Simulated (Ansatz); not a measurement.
Sb:
```cif
data_Sb8
_chemical_formula_sum 'Sb8'
_space_group_name_H-M_alt 'I4132'
_space_group_IT_number 214
_space_group_name_Hall 'I 4bd 2c 3'
_cell_length_a 8.09496
_cell_length_b 8.09496
_cell_length_c 8.09496
_cell_angle_alpha 90.000
_cell_angle_beta 90.000
_cell_angle_gamma 90.000
loop_
_atom_site_label
_atom_site_type_symbol
_atom_site_symmetry_multiplicity
_atom_site_Wyckoff_symbol
_atom_site_fract_x
_atom_site_fract_y
_atom_site_fract_z
_atom_site_occupancy
Sb1 Sb 8 a 0.12500 0.12500 0.12500 1
```
(The calculation used a cell of 4 atoms; values per cell refer to that cell.)

This is the PBE-relaxed structure.

All from the program Ansatz at the PBE level (PAW), unless another level is named. Predict the electronic character.

metallic (no gap).

What about the density of states at the Fermi level?

0.61 states/eV per atom (mean over ±0.08 eV).

Give the gap with spin–orbit coupling.

none (metallic).

Space group I4_132. The start of the workflow was typed in or built on a structure type; neither database checked (COD, Materials Project) lists it. It is not the phase usual at ambient conditions (space group No. 166). The cell was relaxed with PBE under the symmetry of its start; its stability against distortions is not shown here. The volume moved by 71 % from the start of the relaxation. Scalar-relativistic: spin–orbit coupling is off unless named, which matters more the heavier the elements.

Potentials: the earlier of the program's two PAW sets.
